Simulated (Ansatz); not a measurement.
Data:

CrHgF₆:
```yaml
crystal:
  lattice:
    - [2.56263, 1.47953, 4.75279]
    - [-2.56263, 1.47953, 4.75279]
    - [0.00000, -2.95907, 4.75279]
  atoms:
    - { symbol: F, position: [0.20693, 0.62742, 0.94273] }
    - { symbol: F, position: [0.94273, 0.20693, 0.62742] }
    - { symbol: F, position: [0.62742, 0.94273, 0.20693] }
    - { symbol: F, position: [0.79307, 0.37258, 0.05727] }
    - { symbol: F, position: [0.05727, 0.79307, 0.37258] }
    - { symbol: F, position: [0.37258, 0.05727, 0.79307] }
    - { symbol: Cr, position: [0.00000, 0.00000, 0.00000], spin: 1.8 }
    - { symbol: Hg, position: [0.50000, 0.50000, 0.50000], spin: 0.0 }
```

This is the r²SCAN-relaxed structure.

All from DFT-r²SCAN in the program Ansatz with PAW potentials, unless another level is named. Estimate the electron effective mass.

5.9, 13, 13 mₑ (principal values).

Give the weight of the conduction-edge state by species (Voronoi cells).

Cr 75 %, F 23 %.

And the valence-band maximum?

at F.

Space group R-3. The workflow started from an entry of the Crystallography Open Database (COD). Whether it is the stable phase at ambient conditions was not checked. Symmetry was held in the r²SCAN relaxation; its stability against distortions is not shown here. Magnetic state: ferromagnetic, the only order run, not a proven ground state. The cell computed holds one magnetic atom, so no antiferromagnetic order was within reach. Other orbital occupations within this spin state were not tried. No Hubbard U is applied. Spin–orbit coupling is left out wherever it is not named.

Potentials: the later of the program's two PAW sets.

Edges and masses are those of Kohn–Sham bands, whose gap is no quasiparticle gap.
